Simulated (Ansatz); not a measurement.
Values for one crystal, relaxed and computed with LDA in the plane-wave PAW code Ansatz; other levels are named.

| Item | Value |
|---|---|
| Volume per atom | 14.16 Å³ |
| Electronic character | metallic (no gap) |
| Formation energy from the elements (no fitted shifts) | -0.65 eV/atom |
| Pressure derivative B′ | 4.0 |
| Bulk modulus (Birch–Murnaghan fit) | 195 GPa |
| Density of states at the Fermi level | 0.17 states/eV per atom (mean over ±0.08 eV) |

Which compound is it?
(A) Ga2BiAs, R3m (Ga on 3a, Ga on 3a, Bi on 3a, As on 3a)
(B) Sn2GeTe3, P-3m1 (Sn on 2d, Ge on 1b, Te on 2d, Te on 1a)
(C) MoP2, Cmc2_1 (Mo on 4a, P on 4a, P on 4a)
(D) GeP3, R-3m (Ge on 6c, P on 18h)

C, MoP2, Cmc2_1 (Mo on 4a, P on 4a, P on 4a)

The first step of the workflow began from a Materials Project structure, measured or hypothetical; the Crystallography Open Database copy checked does not list it. Its standing as an ambient phase is unchecked. The LDA relaxation kept the symmetry of its start; its stability against distortions is not shown here. No spin polarisation was allowed. The references are the lowest solids computed at this level, not always the standard phases. Spin–orbit coupling is left out wherever it is not named.

Potentials: the later of the program's two PAW sets.
